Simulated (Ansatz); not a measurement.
Phonon dispersion of Sn₂Ge

The calculation used Ansatz, DFT PBE, scalar-relativistic, plane waves, PAW. Plane waves to 420 eV; Γ-centred k mesh 12×12×4; Fermi-Dirac smearing of 0.15 eV. No spin polarisation. Phonons by linear response, acoustic sum rule imposed.

The cell, relaxed at this level:
```xyz
6
Lattice="4.5010 0.0000 0.0000 -2.2505 3.8980 0.0000 0.0000 0.0000 11.0750" Properties=species:S:1:pos:R:3 pbc="T T T"
Sn    0.0000    0.0000    4.0900
Sn    0.0000    2.5986    0.5462
Sn    2.2505    1.2993   10.5288
Sn    0.0000    0.0000    6.9850
Ge    2.2505    1.2993    7.8395
Ge    0.0000    2.5986    3.2356
```

The structure comes from a generated guess, relaxed at this level; another structure or a mixture of phases may lie lower. In a metal, frequencies and elastic constants depend on the k mesh and the smearing, soft modes and shear constants most. Spin–orbit coupling is left out, which matters for heavy elements. The q mesh is coarse, so values between its points are rough.

Force constants from linear response on a 2×2×1 q mesh.

Path: Γ–M–K–Γ–A–L–H–A | L–M | H–K. Only the points of the 2×2×1 mesh were computed; the rest is interpolation, which is rough on so few points. On the mesh no mode is imaginary. Distance along the path (Å⁻¹), then the branches (cm⁻¹, negative for imaginary):
```
0.000  0 0 0 35 35 37 37 104 113 164 180 180 198 201 201 202 202 206
0.202  13 14 34 35 41 45 50 104 114 164 179 180 197 199 200 201 202 205
0.403  24 29 38 47 52 65 71 107 122 162 175 181 192 195 197 198 202 204
0.605  30 44 45 48 50 66 100 121 139 157 168 182 183 189 194 195 203 203
0.806  32 44 49 51 56 58 116 126 152 154 162 176 182 186 193 194 203 203
0.922  35 44 47 54 60 61 116 126 152 152 161 176 182 186 193 194 202 203
1.039  39 43 44 58 68 71 116 126 149 151 158 174 183 187 193 193 202 203
1.155  41 42 43 63 78 79 119 125 144 150 155 172 184 187 193 193 202 203
1.271  41 42 42 64 82 82 123 123 141 152 152 170 184 188 193 193 202 202
1.504  36 45 46 59 71 72 105 126 138 154 162 177 184 188 193 194 203 203
1.737  28 37 46 51 55 63 78 112 124 161 172 182 190 193 196 197 202 204
1.969  15 17 37 39 41 48 52 104 114 164 178 180 197 199 199 200 201 205
2.202  0 0 0 35 35 37 37 104 113 164 180 180 198 201 201 202 202 206
2.273  5 5 15 33 33 39 39 96 119 163 180 180 199 201 201 202 202 205
2.344  11 11 29 29 30 40 40 85 128 161 180 180 200 201 201 202 202 205
2.415  16 16 25 25 42 42 44 72 135 158 180 180 201 201 201 202 202 204
2.486  20 20 21 21 42 42 58 59 138 156 180 180 201 201 201 202 202 204
2.687  18 24 29 30 43 55 64 67 136 155 179 180 198 200 200 201 202 204
2.889  24 29 34 37 47 72 85 91 136 153 177 181 193 194 197 198 203 204
3.090  26 30 44 45 50 74 111 115 142 151 169 182 185 189 194 195 202 204
3.292  23 32 50 50 58 63 125 128 140 158 160 178 182 186 193 193 202 203
3.408  25 36 53 54 58 63 125 128 140 157 160 176 183 186 193 193 202 203
3.524  30 44 54 56 65 68 124 126 141 154 158 173 185 185 193 193 202 203
3.640  38 49 54 54 74 76 124 124 142 152 155 171 185 187 193 193 202 203
3.757  46 46 50 56 79 79 124 124 143 152 152 169 184 187 193 193 202 202
3.990  37 37 48 65 67 70 116 117 145 146 164 176 186 186 194 194 202 203
4.222  29 32 35 45 54 73 94 94 137 151 175 182 191 192 196 197 203 204
4.455  22 24 29 31 44 58 68 69 136 155 179 180 198 199 199 200 203 204
4.688  20 20 21 21 42 42 58 59 138 156 180 180 201 201 201 202 202 204
4.723  24 32 50 50 57 64 124 128 141 158 161 178 182 186 193 193 202 203
4.794  32 32 49 50 52 66 121 128 144 157 161 177 182 186 193 194 202 203
4.865  32 42 47 49 50 66 117 127 148 156 162 177 182 186 193 194 202 203
4.936  32 44 49 51 52 61 116 126 152 154 162 176 182 186 193 194 203 203
4.971  46 46 50 56 79 79 124 124 143 152 152 169 184 187 193 193 202 202
5.042  45 45 48 58 79 79 124 124 142 152 152 170 184 187 193 193 202 202
5.113  44 44 44 61 80 80 124 124 142 152 152 170 184 187 193 193 202 202
5.184  42 42 42 64 82 82 123 123 141 152 152 170 184 188 193 193 202 202
5.255  41 42 42 64 82 82 123 123 141 152 152 170 184 188 193 193 202 202
```
